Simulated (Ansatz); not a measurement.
What a change of settings does: V (diamond type)

First run: DFT, PBEsol, all-electron LAPW, scalar-relativistic (Ansatz 0.2.0).

Command: `ansatz run input.yaml --threads 1 --pin off --max-ram 2048MiB --backend cpu --events-out ev --progress --plain --runs-dir out` It took 22 s on 1 thread of Intel(R) Xeon(R) 6975P-C (Granite Rapids) (shared host), peak memory 0.57 GiB.

```yaml
crystal:
  lattice:
    - [0.0, 2.5635698487, 2.5635698487]
    - [2.5635698487, 0.0, 2.5635698487]
    - [2.5635698487, 2.5635698487, 0.0]
  atoms:
    - { symbol: V, position: [-0.17, -0.11, -0.11] }
    - { symbol: V, position: [0.17, 0.11, 0.11] }
kpoints:
  mp_grid: { grid: [10, 10, 10] }
scf:
  occupations: { method: fermi_dirac, width: 0.05 }
hamiltonian:
  xc: pbesol
  pseudopotentials: { kind: all_electron, lapw: { basis_error: 0.001 } }
output:
  forces: true
  stress: true
  eigenvalues: true
  populations: true
```

The cell is a prototype at a set volume, not relaxed; it needn't be the stable phase.

This run: one bond, the shortest of the undistorted cell, set to 1.954 Å.

It converges in 9 SCF iterations at a pressure of 3.26 GPa, largest force 1.624 eV/Å.

The input is then changed:

```diff
+  symmetry: { detect: false }
 kpoints:
-  mp_grid: { grid: [10, 10, 10] }
+  mp_grid: { grid: [8, 8, 8] }
 scf:
```

Task: What does the second run give?

Result: It converges in 9 SCF iterations at a pressure of 3.51 GPa, largest force 1.681 eV/Å. The settings are coarser than usual, but the energy hardly moved.
